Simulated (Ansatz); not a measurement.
GaCl$_{3}$:
```
CELL_PARAMETERS angstrom
     -6.52593     0.00000     0.00000
     -3.26178    -1.96469    -5.55253
     -3.26255    -5.80244     0.00000
ATOMIC_POSITIONS crystal
  Ga 0.33714 0.09188 0.23361
  Ga 0.66286 0.90812 0.76639
  Cl 0.74662 0.99987 0.00021
  Cl 0.25338 0.00013 0.99979
  Cl 0.70226 0.17875 0.41713
  Cl 0.29774 0.82125 0.58287
  Cl 0.82473 0.54027 0.81000
  Cl 0.17527 0.45973 0.19000
```

Relaxed with LDA. Special points in fractions of this cell's reciprocal vectors: Γ (0.000, 0.000, 0.000); X (0.500, 0.000, 0.000); Y (0.000, 0.500, 0.000); Z (0.000, 0.000, 0.500); R (0.500, 0.500, 0.500); T (0.000, 0.500, 0.500); U (0.500, 0.000, 0.500); V (0.500, 0.500, 0.000).

Problem. List the band energies nearest the valence-band maximum at these points for the program Ansatz at the LDA level (PAW).

Solution. In eV from the valence-band maximum; about four levels below and three above (degenerate sets whole), none deeper than 8.9 eV; points with the same levels are listed once.

| k | below | above |
|---|---|---|
| Γ | -0.43 -0.21 -0.14 0.00 | 3.83 4.14 5.67 |
| X | -0.45 -0.40 -0.32 -0.18 | 4.53 4.72 5.93 |
| Y | -0.41 -0.39 -0.24 -0.18 | 4.32 4.62 5.99 |
| Z | -0.68 -0.50 -0.25 -0.10 | 4.57 4.61 6.63 |
| R | -0.45 -0.39 -0.32 -0.18 | 4.53 4.72 5.92 |
| T | -0.62 -0.35 -0.22 -0.09 | 4.70 4.84 6.68 |
| U | -0.58 -0.47 -0.31 -0.30 | 4.70 4.91 5.97 |
| V | -0.58 -0.47 -0.31 -0.30 | 4.70 4.91 5.98 |

Space group C2/m. The workflow started from a Materials Project entry (that database holds measured and hypothetical structures alike); the Crystallography Open Database files this formula in space group No. 12, but the cells were not matched. Whether it is the stable phase at ambient conditions was not checked. The cell was relaxed with LDA under the symmetry of its start; its stability against distortions is not shown here. A crystal of weakly bound molecules computed without a dispersion correction: the cell and the soft elastic constants depend strongly on that. Point labels and valley counts follow the cell and symmetry of the run, lower than the named group. Scalar-relativistic: spin–orbit coupling is off unless named, which matters more the heavier the elements.

Potentials: the later of the program's two PAW sets.
